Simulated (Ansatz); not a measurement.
Relaxed-ion elastic tensor of Nb2PC in space group P6_3/mmc (No. 194; Nb on 4f, P on 2d, C on 2a) in GPa (Voigt order), PBEsol (plane waves, PAW; program Ansatz); density 7.13 g/cm³, 13.32 Å³ per atom.

```
394  125  184  0.0  0.0  0.0
125  394  184  0.0  0.0  0.0
184  184  413  0.0  0.0  0.0
0.0  0.0  0.0  208  0.0  0.0
0.0  0.0  0.0  0.0  208  0.0
0.0  0.0  0.0  0.0  0.0  134
```

### Question
Is the crystal mechanically stable?

### Answer
Yes: the smallest eigenvalue of C is 134 GPa.

### Question
Work out the Voigt, Reuss and Hill averages.

### Answer
K_V = 243, K_R = 241, K_H = 242; G_V = 157, G_R = 145, G_H = 151 GPa.

### Question
Give Young's modulus, Poisson's ratio, Pugh's ratio and the universal anisotropy index.

### Answer
E = 9KG/(3K + G) = 375 GPa; ν = 0.24; K/G = 1.60 (brittle by the Pugh limit of 1.75); A_U = 5G_V/G_R + K_V/K_R − 6 = 0.43.

### Question
Estimate the sound speeds and the Debye temperature.

### Answer
v_l = √((K + 4G/3)/ρ) = 7890 m/s, v_t = √(G/ρ) = 4600 m/s, mean 5110 m/s; Θ = (h/k)(3n/4πV)^(1/3) v_m = 641 K.

### Question
How much does each axis shrink under pressure?

### Answer
Linear compressibilities β_i = Σ_j S_ij (j = 1 to 3): x 1.6, y 1.6, z 1.0 per TPa.

The first step of the workflow began from a Materials Project structure, measured or hypothetical; the Crystallography Open Database copy checked does not list it. Whether it is the stable phase at ambient conditions was not checked. Symmetry was held in the PBEsol relaxation; whether a distortion lowers the energy is not shown. No spin polarisation was allowed. As this level gives no gap, shear constants depend on the k-mesh and smearing (Fermi–Dirac, 0.1 eV here).

Potentials: the later of the program's two PAW sets.
